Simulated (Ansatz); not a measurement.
Random displacements in Rh

Method: DFT LDA, scalar-relativistic, plane waves, PAW (Ansatz). Settings: plane waves to 420 eV, k-mesh 6×6×6 (Γ-centred), Gaussian smearing 0.15 eV. The mesh is coarse. No spin polarisation. Energies are free energies at this smearing, counted from the undisturbed cell; pressure is positive in compression.

Reference structure (as given, not relaxed at this level; this form isn't the usual structure):

```
Rh
1.0
     2.73098    0.00000   -4.42849
     2.73098    0.00000    4.42849
    -2.73098   -4.73019    0.00000
Rh
8
Direct
  0.79167 0.54167 0.33333
  0.29167 0.04167 0.33333
  0.79167 0.54167 0.83333
  0.29167 0.04167 0.83333
  0.70833 0.95833 0.16667
  0.20833 0.45833 0.16667
  0.70833 0.95833 0.66667
  0.20833 0.45833 0.66667
```

The atoms are displaced (Å, in the unstrained cell):

```csv
atom,ux,uy,uz
Rh1,-0.038,0.036,-0.048
Rh2,0.000,-0.015,-0.021
Rh3,0.033,-0.007,0.016
Rh4,0.019,0.031,0.012
Rh5,0.011,-0.020,0.007
Rh6,0.000,-0.020,0.006
Rh7,-0.021,0.007,-0.005
Rh8,-0.003,-0.012,0.034
```

The cell is not strained.

(1) What are the energy change, the stress and the forces?

Answers

(1) ΔE = 6.8 meV/atom; stress (xx, yy, zz, yz, xz, xy; compression positive) (-18.54, -19.05, -19.75, -0.04, 0.08, 0.04) GPa.
| atom | Fx (eV/Å) | Fy | Fz |
| --- | --- | --- | --- |
| Rh1 | 0.38 | -0.27 | 0.55 |
| Rh2 | -0.01 | 0.16 | 0.24 |
| Rh3 | -0.31 | 0.04 | -0.09 |
| Rh4 | -0.14 | -0.24 | 0.01 |
| Rh5 | -0.22 | 0.20 | -0.27 |
| Rh6 | 0.00 | 0.23 | -0.18 |
| Rh7 | 0.26 | -0.12 | 0.04 |
| Rh8 | 0.04 | 0.00 | -0.30 |

Cost: 1 run of about 2.7 core-minutes, on AMD EPYC (Zen 3) (shared hosts).